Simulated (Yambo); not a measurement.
BSE-type run in Yambo on CaC$_{2}$ (space group C2/c, No. 15), at zero momentum.

Quantum ESPRESSO step (LDA, PseudoDojo standard norm-conserving files, scalar-relativistic):
```
&CONTROL
  calculation = 'nscf'
  pseudo_dir = './pseudo'
  outdir = './out'
/
&SYSTEM
  ibrav = 0
  nat = 6
  ntyp = 2
  ecutwfc = 82.0
  ecutrho = 328.0
  occupations = 'fixed'
  force_symmorphic = .true.
  nbnd = 57
/
&ELECTRONS
  conv_thr = 6.000000000000001e-09
  diago_full_acc = .true.
  diago_thr_init = 1e-08
/
ATOMIC_SPECIES
C 12.0110 C.upf
Ca 40.0780 Ca.upf
CELL_PARAMETERS angstrom
  3.297830000000  -2.081285000000   0.000000000000
  3.297830000000   2.081285000000   0.000000000000
 -2.197987000000   0.000000000000   7.049382000000
ATOMIC_POSITIONS crystal
C   0.420710000000   0.139670000000   0.560120000000
C   0.579290000000   0.860330000000   0.439880000000
C   0.860330000000   0.579290000000   0.939880000000
C   0.139670000000   0.420710000000   0.060120000000
Ca   0.174520000000   0.825480000000   0.750000000000
Ca   0.825480000000   0.174520000000   0.250000000000
K_POINTS automatic
4 4 2 0 0 0
```

Yambo input:
```
rim_cut
optics
bse
bss
dipoles
em1s
RandQpts= 1000000
RandGvec= 1 Ry
FFTGvecs= 40 Ry
Chimod= "HARTREE"
BSKmod= "SEX"
BSEmod= "resonant"
BSSmod= "hs"
BSENGexx= 15 Ry
BSENGBlk= 3 Ry
% KfnQP_E
 2.111 | 1.0 | 1.0 |
%
% BSEQptR
 1 | 1 |
%
% BSEBands
 11 | 33 |
%
% BEnRange
 0.0 | 13.2 | eV
%
% BDmRange
 0.15 | 0.15 | eV
%
BEnSteps= 264
% BLongDir
 1.0 | 0.0 | 0.0 |
%
BSHayTrs= -0.02
BSSNEig= 24
WRbsWF
% BndsRnXs
 1 | 53 |
%
NGsBlkXs= 3 Ry
% LongDrXs
 1.0 | 1.0 | 1.0 |
%
```

From the report:

The dimension is k points × valence × conduction bands = 32 × 8 × 15 = 3840.
```
   [SLEPC] Approach                          : Krylov-Schur
   [SLEPC] Number of requested eigenvalues   :  24
   [SLEPC] Number of eigenvalues        [NEV]:  24
    [K] Dimension                                    :   3840
    [K] Bands                                        :   11   33
    [K] Exchange res                                 : yes
    [K] Correlation res                              : yes
    [K] W interaction is bare                        : no
    [K] RL vectors exchange                          :   651
    [K] RL vectors correlation                       :   57
    [W] Matrix size                                  :   57
    [W] Bands                                        :    1   53
    [W] Coulomb Cutoff                               : none
    [W] Hxc Kernel                                   : HARTREE
```

Geometry of the Materials Project entry, not relaxed at this level.

The structure is a Materials Project entry; no match was found in the copy of COD used, and its stability was not checked.
